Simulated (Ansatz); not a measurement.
# Elastic constants of MnV (Pm-3m), step by step

```
CELL_PARAMETERS angstrom
2.83722 0.00000 0.00000
0.00000 2.83722 0.00000
0.00000 0.00000 2.83722
ATOMIC_POSITIONS crystal
Mn 0.00000 0.00000 0.00000
V 0.50000 0.50000 0.50000
```

The conventional cell has a = 2.837 Å, b = 2.837 Å, c = 2.837 Å, α = 90.00°, β = 90.00°, γ = 90.00°. Mn (atom 1) has 8 V at 2.46 Å as nearest neighbours. Around V (atom 2) lie 8 Mn at 2.46 Å.

Computed, not measured; unless marked otherwise by PBEsol, all-electron LAPW in Ansatz 0.2.0, scalar-relativistic. k mesh 16×16×16, strains of ±0.003, Fermi-Dirac smearing of 0.100 eV, basis error target 1 meV/atom. The cell was relaxed by PAW under this functional, which moved its volume by -6 % from the database entry's.

The cell is cubic and carries a residual pressure of -0.04 GPa at this level. Each strain component that symmetry leaves independent is applied at ±0.003, the ions relax wherever a strain frees them, and the stress (tension positive, GPa) is read. Shears are engineering strains, γ = 2ε.

```json
{"strain": "xx", "size": "-0.003", "σxx": "-1.5457", "σyy": "-0.3637", "σzz": "-0.3637", "σyz": "0.0000", "σxz": "0.0000", "σxy": "0.0000"}
{"strain": "xx", "size": "+0.003", "σxx": "1.5932", "σyy": "0.4366", "σzz": "0.4366", "σyz": "0.0000", "σxz": "0.0000", "σxy": "0.0000"}
{"strain": "yz", "size": "-0.003", "σxx": "0.0378", "σyy": "0.0388", "σzz": "0.0388", "σyz": "-0.2796", "σxz": "0.0000", "σxy": "0.0000"}
{"strain": "yz", "size": "+0.003", "σxx": "0.0378", "σyy": "0.0388", "σzz": "0.0388", "σyz": "0.2796", "σxz": "0.0000", "σxy": "0.0000"}
```

A central difference gives one constant, for example C11 ≈ (1.5932 − (-1.5457))/(0.006) = 523.1 GPa; the program then imposes the crystal's symmetry on the whole matrix.

What are the independent elastic constants?

C11 = 523.1, C12 = 133.4, C44 = 93.2 GPa.

Do they meet the Born conditions?

C11 − C12 = 389.8, C11 + 2C12 = 789.9 and C44 = 93.2 GPa must all be positive, so the crystal is elastically stable; that says nothing yet of its phonons.

What moduli does a random aggregate of grains have?

B = (C11 + 2C12)/3 = 263.3 GPa. G_V = (C11 − C12 + 3C44)/5 = 133.9 and G_R = 5(C11 − C12)C44/(4C44 + 3(C11 − C12)) = 117.8, so G_H = 125.8 GPa. Then E = 9BG/(3B + G) = 325.6 GPa, ν = (3B − 2G)/(6B + 2G) = 0.294 and B/G = 2.09, on the ductile side of Pugh's 1.75 (a rule of thumb).

With the density of 7.698 g/cm³, how fast does sound travel, and what Debye temperature follows?

| direction | slow (m/s) | middle (m/s) | fast (m/s) |
| --- | --- | --- | --- |
| [100] | 3480 | 3480 | 8244 |
| [110] | 3480 | 5031 | 7399 |
| [111] | 4573 | 4573 | 7096 |

The mean of v⁻³ over directions and branches gives v_m = 4457 m/s and θ_D = (ħ/k_B) v_m (6π²n)^(1/3) = 589 K, n being atoms per volume. Young's modulus spans 250 to 469 GPa over directions, and the universal anisotropy index is 0.68.

How far do the constants move if PAW replaces LAPW in the same cell?

```
constant  LAPW (GPa)  PAW (GPa)  difference
     C11       523.1      522.9        -0.2
     C12       133.4      133.5         0.1
     C44        93.2       93.3         0.1
```

Limits of these numbers: no spin polarisation, a magnetic state may lie lower; responses of metals move with mesh and smearing; the frozen-core PAW files of the compared runs were fitted under PBE, their cores solved anew for this functional.
